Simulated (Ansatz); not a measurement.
Given:

Ca$_{3}$GeO:
```xyz
5
Lattice="4.6700 0.0000 0.0000 0.0000 4.6700 0.0000 0.0000 0.0000 4.6700" Properties=species:S:1:pos:R:3 pbc="T T T"
Ca     2.3350     2.3350     0.0000
Ca     0.0000     2.3350     2.3350
Ca     2.3350     0.0000     2.3350
O      2.3350     2.3350     2.3350
Ge     0.0000     0.0000     0.0000
```

This is the PBEsol-relaxed structure.

**Question.** All from the program Ansatz at the PBEsol level (PAW), unless another level is named. Predict the Debye temperature from the elastic constants.

**Answer.** 475 K.

**Question.** Give the elastic constants (relaxed ions, GPa).

**Answer.** C11 = 136, C12 = 27.0, C44 = 52.9.

Space group Pm-3m (anti-perovskite). The workflow started from an entry of the Crystallography Open Database (COD), which files this formula under 2 space groups. Whether it is the stable phase at ambient conditions was not checked. The cell was relaxed with PBEsol under the symmetry of its start; whether a distortion lowers the energy is not shown. As this level gives no gap, shear constants depend on the k-mesh and smearing (Fermi–Dirac, 0.1 eV here).

Potentials: the later of the program's two PAW sets.
